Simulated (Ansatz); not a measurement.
Hf (hcp, Mg type), conventional cell a = 3.2042 Å, b = 3.2042 Å, c = 5.0691 Å, α = 90.00°, β = 90.00°, γ = 120.00°. The calculation uses the primitive cell of 2 atoms, to which meshes and values per cell refer.

The relaxed cell is deformed in two ways at once: its volume V is scaled, and at that volume it is stretched along z (the c axis of the conventional cell) so that c/a changes. Fractional atomic positions are held.

The numbers are results of PBE (plane waves to 420 eV, PAW, scalar-relativistic; Ansatz, a quantum-chemistry and plane-wave program), not measurements. k mesh 17×17×9 (Γ-centred), Fermi-Dirac smearing 0.05 eV. Compression counts positive. With partly filled bands, the response to shear is sensitive to the k mesh, so small differences along c/a are uncertain. Hf is run without spin polarisation. Hf was relaxed with its symmetry unable to fall. Spin-orbit coupling is left out, though Hf is heavy. The last digit holds for this mesh only.

Changes of σxx (GPa) from the point V/V₀ = 1.000, (c/a)/(c/a)₀ = 1.000 when one coordinate moves alone (two changes are said to add if the coupling is within 5 % of the smaller one, nearly so within 20 %):

```csv
point,change
"V/V₀ = 1.000, (c/a)/(c/a)₀ = 0.880",-3.78
"V/V₀ = 1.000, (c/a)/(c/a)₀ = 0.920",-2.82
"V/V₀ = 1.000, (c/a)/(c/a)₀ = 0.960",-1.50
"V/V₀ = 0.960, (c/a)/(c/a)₀ = 1.000",4.64
"V/V₀ = 0.973, (c/a)/(c/a)₀ = 1.000",3.00
"V/V₀ = 0.987, (c/a)/(c/a)₀ = 1.000",1.46
"V/V₀ = 1.013, (c/a)/(c/a)₀ = 1.000",-1.37
"V/V₀ = 1.027, (c/a)/(c/a)₀ = 1.000",-2.67
"V/V₀ = 1.040, (c/a)/(c/a)₀ = 1.000",-3.89
"V/V₀ = 1.000, (c/a)/(c/a)₀ = 1.040",1.57
"V/V₀ = 1.000, (c/a)/(c/a)₀ = 1.080",3.08
"V/V₀ = 1.000, (c/a)/(c/a)₀ = 1.120",4.37
```

Problem. What is the change at V/V₀ = 1.013, (c/a)/(c/a)₀ = 0.920, where both move, and how far is it from the sum?

Solution. The sum of the single changes is -1.37 + (-2.82) = -4.19; the calculation gives -4.11, so the coupling contributes 0.08 (under 20 % of the smaller single change, nearly additive).

Problem. Do the two effects add at V/V₀ = 1.040, (c/a)/(c/a)₀ = 1.080? Give the computed change.

Solution. The sum of the single changes is -3.89 + (3.08) = -0.81; the calculation gives -0.99, so the coupling contributes -0.18 (under 20 % of the smaller single change, nearly additive).

Problem. Do the two effects add at V/V₀ = 1.027, (c/a)/(c/a)₀ = 1.120? Give the computed change.

Solution. The sum of the single changes is -2.67 + (4.37) = 1.70; the calculation gives 1.59, so they add (within 5 % of the smaller single change).

(Under strain, the slope of the energy per volume gives the stress and its curvature an elastic modulus.)
